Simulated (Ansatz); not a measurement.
CuHCSO5: a ladder of calculations

Cell of run 1: an entry of the Crystallography Open Database (COD), ions relaxed with PBE at fixed cell.

Space group P2_1/c (No. 14); a = 8.5900, b = 4.8980, c = 12.0274 Å, β = 95.19°.

| site | Wyckoff | site symmetry | x | y | z |
| --- | --- | --- | --- | --- | --- |
| Cu | 4e | 1 | 0.2394 | 0.2457 | 0.0348 |
| H | 4e | 1 | 0.8941 | 0.1241 | 0.2932 |
| C | 4e | 1 | 0.3995 | 0.0996 | 0.1172 |
| S | 4e | 1 | 0.8841 | 0.2455 | 0.1211 |
| O17 | 4e | 1 | 0.0417 | 0.3741 | 0.1222 |
| O21 | 4e | 1 | 0.8350 | 0.2639 | 0.2438 |
| O25 | 4e | 1 | 0.7614 | 0.3976 | 0.0544 |
| O29 | 4e | 1 | 0.5003 | 0.9897 | 0.1673 |
| O33 | 4e | 1 | 0.8909 | 0.9544 | 0.0913 |

One atom of each set is listed.

All runs are DFT with Ansatz 0.2.0 (plane waves and PAW, scalar-relativistic unless spin–orbit coupling is named, Γ-centred meshes, Fermi–Dirac smearing where given) in this cell.

Run 1: PBE, atoms relaxed; 420 eV, 3×5×2 k-points, smearing 0.02 eV.
Run 2: r2SCAN, at the relaxed atoms; 500 eV, 3×5×2 k-points, smearing 0.02 eV.
Run 3: PBE, gradients read without the response of the cores, at the relaxed atoms; 420 eV, 3×5×2 k-points, smearing 0.02 eV.

```csv
run,Cu V_zz (η),C V_zz (η),O33 V_zz (η)
1,-2.02 (0.82),-6.76 (0.02),13.78 (0.21)
2,?,?,?
3,-2.45 (0.67),-6.69 (0.02),14.20 (0.21)
```

V_zz in 10²¹ V/m²; 3 of the 9 sets of like atoms are followed.

**Question.** Estimate the row of run 2.

**Answer.** Cu: -3.46 (0.53); C: -7.24 (0.02); O33: 14.20 (0.20). It lies nearest to run 3, from whose tensors on these sites it differs by 1.04 at most (largest principal value of the difference, on Cu). Taken one at a time, the functional (r2SCAN with its higher cutoff) moves the tensors on these sites by up to 1.54 (largest principal value of the change, on Cu), the response of the cores by 0.52 (Cu).

In run 2 the atoms aren't at the calculated equilibrium (largest force 0.93 eV/Å). The entry's hydrogen positions were far off; the other atoms hardly move on relaxation.
